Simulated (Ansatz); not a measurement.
CaSi₂ in space group R-3m (No. 166; Ca on 6c, Si on 6c, Si on 6c), DFT-PBEsol in the program Ansatz with PAW potentials, all energies at zero smearing, with the estimated change up to a 700 eV cutoff added, with one set of potentials and settings (totals compare only within such a set). Cell of 6 atoms (2 Ca, 4 Si): -6075.986 eV.

| element | reference phase | E (eV/atom) |
|---|---|---|
| Ca | Fm-3m, 1 atoms in the cell | -1793.7315 |
| Si | Fd-3m, 2 atoms in the cell | -621.4920 |

Formation energy per atom, worked out: (-6075.986 − 2×(-1793.7315) − 4×(-621.4920))/6 = -0.426 eV/atom (-41 kJ per mol of atoms), at 0 K, without zero-point energy or fitted corrections.

The workflow started from a Materials Project entry (that database holds measured and hypothetical structures alike); the Crystallography Open Database copy checked does not list it. COD files the formula under space group No. 164, so this cell is another polymorph or a model. Its standing as an ambient phase is unchecked. Symmetry was held in the PBEsol relaxation; of distortions, only those at the zone centre were tested. The references are the lowest solids computed at this level, not always the standard phases.

Potentials: the later of the program's two PAW sets.
